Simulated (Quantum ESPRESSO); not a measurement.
# Ag3PdW2Rh2: input and log of a self-consistent run

Simulated, not a measurement. The program is pw.x of Quantum ESPRESSO 7.5 (plane-wave density functional theory). The cell is made up: eight metal atoms on a hexagonal close-packed lattice, with elements, volume, strain and displacements drawn at random and not relaxed, so it may be unstable or far from any real phase. PseudoDojo standard norm-conserving files set the functional (PBE unless stated); there is no spin polarisation or spin-orbit coupling, the Fermi-Dirac width of 0.25 eV means electrons at about 2900 K, and the masses in the input are unused placeholders. Heavy elements are run without spin-orbit coupling, which real alloys of them have. A spin test at this wide smearing found no moment, but such smearing suppresses magnetism that the real alloy may have.

Input:

```
&control calculation='scf', pseudo_dir='./dojo.nc.sr.pbe.v0_5.standard.upf', outdir='./o', disk_io='minimal', tprnfor=.true., tstress=.true. /
&system ibrav=0, nat=8, ntyp=4, nbnd=83, ecutwfc=87.97787729, nosym=.true., tot_charge=0,
 occupations='smearing', smearing='fd', degauss=0.0183746611
/
&electrons conv_thr=1.470e-08, electron_maxstep=70, mixing_beta=0.5 /
ATOMIC_SPECIES
Ag 1.0 Ag.upf
Pd 1.0 Pd.upf
Rh 1.0 Rh.upf
W 1.0 W.upf
CELL_PARAMETERS angstrom
2.7898 -0.0059 -0.0118
1.4197 -2.3025 -4.5397
1.3992 7.1789 -4.6861
ATOMIC_POSITIONS angstrom
Ag 0.0259 -0.1844 0.0403
Pd 1.4689 2.4581 -4.6162
W 1.2368 -0.6351 -2.2822
Rh 2.8254 1.5103 -6.9933
Rh 2.8453 4.8231 -4.7053
Ag 2.7932 0.2255 -4.6241
Ag 2.7742 1.5856 -2.3662
W 4.2753 4.0488 -6.85
K_POINTS automatic
9 5 3 1 1 1
```

The log is shortened where brackets say so; the opening notice, blank lines, dates and the lines on written files are dropped, and the path of the files is cut. It prints rydbergs, bohrs and kilobars, and counts compression as positive stress. Its total energy is the free energy E - TS of the whole cell.

```
     Program PWSCF v.7.5
     Parallel version (MPI & OpenMP), running on       4 processor cores
     Number of MPI processes:                 4
     Threads/MPI process:                     1
     [start-up lines left out]
     bravais-lattice index     =            0
     lattice parameter (alat)  =       5.2720  a.u.
     unit-cell volume          =     815.6098 (a.u.)^3
     number of atoms/cell      =            8
     number of atomic types    =            4
     number of electrons       =       137.00
     number of Kohn-Sham states=           83
     kinetic-energy cutoff     =      87.9779  Ry
     charge density cutoff     =     351.9115  Ry
     scf convergence threshold =      1.5E-08
     mixing beta               =       0.5000
     number of iterations used =            8  plain     mixing
     Exchange-correlation= PBE
                           (   1   4   3   4   0   0   0)
     [axes and pseudopotential details left out]
   Cartesian axes
     site n.     atom                  positions (alat units)
         1        Ag     tau(   1) = (   0.0092837  -0.0660972   0.0144453  )
         2        Pd     tau(   2) = (   0.5265193   0.8810927  -1.6546521  )
         3        W      tau(   3) = (   0.4433243  -0.2276482  -0.8180423  )
         4        Rh     tau(   4) = (   1.0127494   0.5413589  -2.5067108  )
         5        Rh     tau(   5) = (   1.0198825   1.7288143  -1.6865895  )
         6        Ag     tau(   6) = (   1.0012075   0.0808293  -1.6574838  )
         7        Ag     tau(   7) = (   0.9943971   0.5683498  -0.8481517  )
         8        W      tau(   8) = (   1.5324583   1.4512706  -2.4553457  )
     number of k points=    68  Fermi-Dirac smearing, width (Ry)=  0.0184
                       cart. coord. in units 2pi/alat
        k(    1) = (   0.0553689   0.0189063  -0.0537277), wk =   0.0296296
        k(    2) = (   0.0553748  -0.1757311   0.0449927), wk =   0.0296296
     [further k points left out]
     Dense  grid:    90949 G-vectors     FFT dimensions: (  32,  60, 100)
     Estimated max dynamical RAM per process >     421.77 MB
     Estimated total dynamical RAM >       1.58 GB
     Initial potential from superposition of free atoms
     starting charge     136.9962, renormalised to     137.0000
     Starting wfcs are   79 randomized atomic wfcs +    4 random wfcs
     total cpu time spent up to now is        8.5 secs
     per-process dynamical memory:   344.5 Mb
     Self-consistent Calculation
     iteration #  1     ecut=    87.98 Ry     beta= 0.50
     Davidson diagonalization with overlap
     ethr =  1.00E-02,  avg # of iterations =  3.0
     total cpu time spent up to now is       32.7 secs
     total energy              =   -1964.66783264 Ry
     estimated scf accuracy    <      13.29507100 Ry
     iteration #  2     ecut=    87.98 Ry     beta= 0.50
     Davidson diagonalization with overlap
     ethr =  9.70E-03,  avg # of iterations =  4.0
     total cpu time spent up to now is       62.4 secs
     total energy              =   -1959.20097487 Ry
     estimated scf accuracy    <     190.95989899 Ry
     iteration #  3     ecut=    87.98 Ry     beta= 0.50
     Davidson diagonalization with overlap
     ethr =  9.70E-03,  avg # of iterations =  4.9
     total cpu time spent up to now is       90.1 secs
     total energy              =   -1971.24791379 Ry
     estimated scf accuracy    <      31.54736654 Ry
     iteration #  4     ecut=    87.98 Ry     beta= 0.50
     Davidson diagonalization with overlap
     ethr =  9.70E-03,  avg # of iterations =  2.0
     total cpu time spent up to now is      110.2 secs
     total energy              =   -1973.35587199 Ry
     estimated scf accuracy    <      10.27155306 Ry
     iteration #  5     ecut=    87.98 Ry     beta= 0.50
     Davidson diagonalization with overlap
     ethr =  7.50E-03,  avg # of iterations =  1.0
     total cpu time spent up to now is      129.7 secs
     total energy              =   -1973.33367633 Ry
     estimated scf accuracy    <       7.81800380 Ry
     [iterations 6 to 14 left out]
     iteration # 15     ecut=    87.98 Ry     beta= 0.50
     Davidson diagonalization with overlap
     ethr =  1.72E-09,  avg # of iterations =  3.4
     total cpu time spent up to now is      333.1 secs
     total energy              =   -1973.44380523 Ry
     estimated scf accuracy    <       0.00000144 Ry
     iteration # 16     ecut=    87.98 Ry     beta= 0.50
     Davidson diagonalization with overlap
     ethr =  1.05E-09,  avg # of iterations =  2.0
     total cpu time spent up to now is      352.3 secs
     total energy              =   -1973.44380525 Ry
     estimated scf accuracy    <       0.00000323 Ry
     iteration # 17     ecut=    87.98 Ry     beta= 0.50
     Davidson diagonalization with overlap
     ethr =  1.05E-09,  avg # of iterations =  1.0
     total cpu time spent up to now is      370.1 secs
     total energy              =   -1973.44380542 Ry
     estimated scf accuracy    <       0.00000020 Ry
     iteration # 18     ecut=    87.98 Ry     beta= 0.50
     Davidson diagonalization with overlap
     ethr =  1.45E-10,  avg # of iterations =  2.0
     total cpu time spent up to now is      390.2 secs
     total energy              =   -1973.44380544 Ry
     estimated scf accuracy    <       0.00000027 Ry
     iteration # 19     ecut=    87.98 Ry     beta= 0.50
     Davidson diagonalization with overlap
     ethr =  1.45E-10,  avg # of iterations =  1.0
     total cpu time spent up to now is      407.2 secs
     End of self-consistent calculation
     [lines on levels left out]
!    total energy              =   -1973.44380545 Ry
     estimated scf accuracy    <          6.6E-09 Ry
     smearing contrib. (-TS)   =      -0.10092637 Ry
     internal energy E=F+TS    =   -1973.34287908 Ry
     The total energy is F=E-TS. E is the sum of the following terms:
     one-electron contribution =    -597.71030407 Ry
     hartree contribution      =     390.17804973 Ry
     xc contribution           =    -323.48820244 Ry
     ewald contribution        =   -1442.32242231 Ry
     convergence has been achieved in  19 iterations
     Forces acting on atoms (cartesian axes, Ry/au):
     atom    1 type  1   force =    -0.00337729    0.10338422    0.02115972
     atom    2 type  2   force =    -0.01148847    0.03464689   -0.06993867
     atom    3 type  4   force =     0.03364684   -0.13836939   -0.00274109
     atom    4 type  3   force =    -0.00022989    0.14709189    0.00306739
     atom    5 type  3   force =    -0.00139165   -0.06053755    0.00207618
     atom    6 type  1   force =    -0.00153709   -0.08059649   -0.00972780
     atom    7 type  1   force =    -0.01057033    0.03067937    0.03432036
     atom    8 type  4   force =    -0.00505213   -0.03629893    0.02178392
     Total force =     0.271320     Total SCF correction =     0.000527
     Computing stress (Cartesian axis) and pressure
          total   stress  (Ry/bohr**3)                   (kbar)     P=      149.17
   0.00071644  -0.00015948  -0.00001210          105.39      -23.46       -1.78
  -0.00015948   0.00138505   0.00016248          -23.46      203.75       23.90
  -0.00001210   0.00016248   0.00094060           -1.78       23.90      138.37
     init_run     :      7.67s CPU      8.02s WALL (       1 calls)
     electrons    :    387.04s CPU    398.68s WALL (       1 calls)
     forces       :      3.20s CPU      3.20s WALL (       1 calls)
     stress       :     10.80s CPU     10.90s WALL (       1 calls)
     [timing details left out]
     PWSCF        :   6m49.17s CPU   7m 1.39s WALL
     JOB DONE.
```

In other units: free energy -26850.071 eV for the cell, pressure 14.92 GPa, largest force component 3.782 eV/Å in size. The run took 423 s of wall time with four MPI processes on a shared machine (Intel Xeon, 2023 or later, virtual cores), so the time is rough. A rerun of this cell at a higher cutoff and on a denser mesh moved values by no more than 0.004 eV in energy, 0.08 GPa in stress and 0.006 eV/Å in force, and a second program with other atomic files agreed on that cell to 2 % rms in force and 0.5 GPa in pressure.